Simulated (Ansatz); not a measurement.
A relaxed cell of Co4Ge is given with its symmetry left out. It was relaxed at this level from a Materials Project cell.

Computed with Ansatz 0.2.0, DFT PBE, scalar-relativistic, plane waves, PAW. Cutoff 420 eV, Γ-centred mesh, Gaussian smearing, collinear spin.

```yaml
crystal:
  lattice:
    - [1.31118, 0.75701, 9.90105]
    - [-1.31118, 0.75701, 9.90105]
    - [0.00000, -1.51402, 9.90105]
  atoms:
    - { symbol: Co, position: [0.40134, 0.40134, 0.40134] }
    - { symbol: Co, position: [0.79982, 0.79982, 0.79982] }
    - { symbol: Co, position: [0.20018, 0.20018, 0.20018] }
    - { symbol: Co, position: [0.59866, 0.59866, 0.59866] }
    - { symbol: Ge, position: [0.00000, 0.00000, 0.00000] }
```

The zero of energy is the elements' standard structures at the same level; no fitted shifts are applied.

(1) Find its symmetry and describe it.

(2) How far does it lie from the elements in energy?

(3) Is it a metal?

(4) Which magnetic moments does it keep?

## Answers

(1) R-3m (No. 166), with Co and Ge ordered on fcc sites. Conventional cell: a = 2.622 Å, c = 29.703 Å. Around Co on its first site lie 3 Co at 2.46 Å, 3 Ge at 2.52 Å and 6 Co at 2.62 Å; Co on its second site has 12 Co at 2.46–2.62 Å; Ge has 6 Co at 2.52 Å and 6 Ge at 2.62 Å.

(2) +0.14 eV/atom. The separate elements lie lower, so it is unstable against them.

(3) Yes, bands cross the Fermi level on the 18×18×18 mesh.

(4) 1.21 μB per atom net, the space between the atoms included; by site: Co 1.4 (×2), 1.8 (×2) μB.

The last run used collinear spin, an 18×18×18 mesh for its 5-atom cell and Gaussian smearing of 0.10 eV. The magnetic state reached may not be the lowest. Symmetry constrained the relaxation, so the result can be a saddle point.
